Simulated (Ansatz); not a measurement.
AgI (wurtzite, P6_3mc), the program Ansatz at the LDA level (PAW). The conduction-band minimum lies at Γ, with 1 equivalent valley. Second derivatives d²E/dk² of the lowest band at one valley (eV·Å²), along Cartesian directions:

```csv
direction,d²E/dk²
[100],54.95
[010],54.95
[001],57.97
[110],54.95
[101],56.48
[011],56.48
```

### Question
Find the principal effective masses, the density-of-states mass and the conductivity mass.

### Answer
Off-diagonal terms follow from H_xy = H[110] − (H_xx + H_yy)/2, and m*/mₑ = 7.620 eV·Å² over each eigenvalue: 0.13, 0.14, 0.14. One valley's DOS mass (m₁m₂m₃)^(1/3) = 0.14, conductivity mass 3/(Σ 1/mᵢ) = 0.14 mₑ.

### Question
What effective density of states Nc follows at 300 K for parabolic valleys?

### Answer
Nc = 2.509e19 × 1 × (0.14)^(3/2) ≈ 1.3e18 cm⁻³.

### Question
With the computed static dielectric constant 7.01 (mean of the diagonal), estimate a hydrogenic donor's binding energy and radius.

### Answer
E = 13.606 eV × 0.14/7.01² ≈ 39 meV; a = 0.529 Å × ε/m* ≈ 26 Å. Semilocal masses tend to be too small when the gap is underestimated.

The cell was relaxed with LDA under the symmetry of its start. No spin polarisation was allowed. Spin–orbit coupling is left out wherever it is not named.

Potentials: the earlier of the program's two PAW sets. The files were generated under PBE; for other functionals the program regenerates the frozen cores, and for LDA and PBEsol the local potential too.
